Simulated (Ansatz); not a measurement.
Zn₄InGaO₇ — 69Ga NMR of the central transition

Cell: a Materials Project structure (computed, not necessarily an observed phase).

Space group P6_3/mmc (No. 194); a = 3.3278, c = 33.3961 Å, γ = 120.00°.

| site | Wyckoff | site symmetry | x | y | z |
| --- | --- | --- | --- | --- | --- |
| Zn1 | 4f | 3m. | 0.3333 | 0.6667 | 0.9078 |
| Zn5 | 4e | 3m. | 0.0000 | 0.0000 | 0.8289 |
| In | 2a | -3m. | 0.0000 | 0.0000 | 0.0000 |
| Ga | 2d | -6m2 | 0.3333 | 0.6667 | 0.7500 |
| O13 | 4f | 3m. | 0.3333 | 0.6667 | 0.9672 |
| O17 | 4e | 3m. | 0.0000 | 0.0000 | 0.8889 |
| O21 | 4f | 3m. | 0.3333 | 0.6667 | 0.8100 |
| O25 | 2b | -6m2 | 0.0000 | 0.0000 | 0.7500 |

One atom of each set is listed.

Method: Kohn–Sham DFT in Ansatz, PBE, plane waves and PAW, scalar-relativistic, 420 eV cutoff, Γ-centred 8×8×1 k-points, Fermi–Dirac smearing 0.02 eV.

69Ga has I = 3/2 and Q = 171.0 mb (Pyykkö 2018); at 21.1 T its Larmor frequency is ν₀ = 216.2 MHz. Only the quadrupole interaction is simulated: positions count from each site's isotropic chemical shift, and shift anisotropy, dipolar and J coupling are left out.

Problem. Give C_Q, η, the quadrupolar product P_Q = |C_Q|(1 + η²/3)^½, the second-order isotropic shift and the breadth of the pattern (static powder) for each Ga site.

Solution. 

| site | first shell | C_Q (MHz) | η | P_Q (MHz) | δ_QIS (ppm) | breadth (kHz) |
| --- | --- | --- | --- | --- | --- | --- |
| Ga | 5 O at 1.92–2.00 Å | -16.4 | 0.00 | 16.4 | -143 | 161 |

δ_QIS = −(ν_Q²/30ν₀²)[I(I+1) − 3/4](1 + η²/3) × 10⁶ ppm with ν_Q = 3|C_Q|/[2I(2I−1)]; it falls as 1/B₀² in ppm, and the breadth as 1/B₀ in kHz.

An axis of threefold or higher order runs through Ga, so V_zz lies along it and η is zero.
